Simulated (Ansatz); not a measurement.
MgO:
```
CELL_PARAMETERS angstrom
      0.00000     2.10711     2.10711
      2.10711     0.00000     2.10711
      2.10711     2.10711     0.00000
ATOMIC_POSITIONS crystal
  Mg 0.00000 0.00000 0.00000
  O  0.50000 0.50000 0.50000
```

Relaxed with PBEsol.

### Question
Give the optical modes at the zone centre with their infrared activity from DFPT, DFT-PBEsol in the program Ansatz with PAW potentials.

### Answer
Transverse frequencies, without the LO–TO term; a row sums one degenerate level.

```csv
ω (cm⁻¹),degeneracy,IR ((D/Å)²/amu),activity,symmetry
387,3,28.13,IR,T1u
```

### Question
How high does the top mode go among those that the LO–TO term moves?

### Answer
692 cm⁻¹ for q along x.

Space group Fm-3m (rock salt). The cell was relaxed with PBEsol under the symmetry of its start; phonons on a q-mesh show no instability. The volume moved by -16 % from the start of the relaxation.

Potentials: the later of the program's two PAW sets.
